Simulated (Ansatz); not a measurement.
InSb:
```cif
data_In3Sb3
_chemical_formula_sum 'In3 Sb3'
_space_group_name_H-M_alt 'P 1'
_space_group_IT_number 1
_cell_length_a 4.63662
_cell_length_b 4.63662
_cell_length_c 10.17940
_cell_angle_alpha 90.000
_cell_angle_beta 90.000
_cell_angle_gamma 120.000
loop_
_space_group_symop_operation_xyz
  'x, y, z'
loop_
_atom_site_label
_atom_site_type_symbol
_atom_site_fract_x
_atom_site_fract_y
_atom_site_fract_z
_atom_site_occupancy
In1 In 0.50021 0.00000 0.66667 1
In2 In 0.00000 0.50021 0.33333 1
In3 In 0.49979 0.49979 0.00000 1
Sb1 Sb 0.50012 0.00000 0.16667 1
Sb2 Sb 0.00000 0.50012 0.83333 1
Sb3 Sb 0.49988 0.49988 0.50000 1
```

Relaxed with r²SCAN.

### Question
Which orbitals make up the states near the Fermi level in the program Ansatz at the r²SCAN level (PAW)?

### Answer
Within 0.5 eV of the Fermi level: Sb 5p 55 %, In 5p 24 %, In 5s 13 %, Sb 5s 6 %. Projections are on Löwdin-orthogonalised atomic valence shells; empty p or d shells of many metals are not among them.

### Question
Tabulate the density of states.

### Answer
States/eV per cell of 6 atoms, in 0.25 eV bins, energy from the Fermi level.

```tsv
E (eV)	total	Sb 5p	In 5p	In 5s
-7.85	0.00	0.00	0.00	0.00
-7.60	0.00	0.00	0.00	0.00
-7.35	0.00	0.00	0.00	0.00
-7.10	0.00	0.00	0.00	0.00
-6.85	0.00	0.00	0.00	0.00
-6.60	0.40	0.18	0.01	0.21
-6.35	3.38	1.44	0.16	1.69
-6.10	2.49	1.06	0.13	1.18
-5.85	3.24	1.35	0.23	1.43
-5.60	1.94	0.79	0.21	0.74
-5.35	0.99	0.41	0.11	0.35
-5.10	1.52	0.61	0.20	0.57
-4.85	4.26	1.67	0.50	1.69
-4.60	2.50	0.96	0.28	0.97
-4.35	1.08	0.43	0.14	0.36
-4.10	1.19	0.57	0.33	0.20
-3.85	1.42	0.70	0.43	0.19
-3.60	1.59	0.82	0.50	0.17
-3.35	1.77	0.94	0.58	0.14
-3.10	2.59	1.45	0.89	0.14
-2.85	3.68	2.12	1.23	0.18
-2.60	4.84	2.85	1.54	0.26
-2.35	3.43	2.03	1.03	0.23
-2.10	4.14	2.62	1.18	0.20
-1.85	4.70	3.06	1.33	0.17
-1.60	4.66	3.17	1.26	0.13
-1.35	5.33	3.70	1.36	0.14
-1.10	5.30	3.63	1.39	0.14
-0.85	3.53	2.46	0.93	0.06
-0.60	1.36	0.96	0.35	0.02
-0.35	0.53	0.36	0.14	0.02
-0.10	0.12	0.07	0.03	0.01
0.15	0.10	0.04	0.02	0.03
0.40	0.32	0.10	0.07	0.10
0.65	1.24	0.34	0.29	0.37
0.90	4.19	1.36	0.95	1.17
1.15	2.25	0.74	0.53	0.63
1.40	2.08	0.71	0.50	0.58
1.65	3.90	1.34	0.99	1.01
1.90	3.71	1.27	1.24	0.70
2.15	4.03	1.40	1.44	0.66
2.40	4.80	1.87	1.47	0.90
2.65	4.16	1.29	1.84	0.46
2.90	3.69	1.02	1.90	0.26
3.15	3.93	1.15	1.94	0.24
3.40	2.51	0.59	1.35	0.13
3.65	3.85	0.79	2.15	0.16
3.90	3.93	0.85	2.17	0.14
4.15	4.38	1.01	2.35	0.17
4.40	3.74	0.82	1.96	0.15
4.65	3.21	0.65	1.66	0.12
```

Space group P6_222. The start of the workflow was typed in or built on a structure type; neither database checked (COD, Materials Project) lists it. It is not the phase usual at ambient conditions (space group No. 216). The r²SCAN relaxation kept the symmetry of its start; whether a distortion lowers the energy is not shown. Spin–orbit coupling is left out wherever it is not named.

Potentials: the later of the program's two PAW sets.
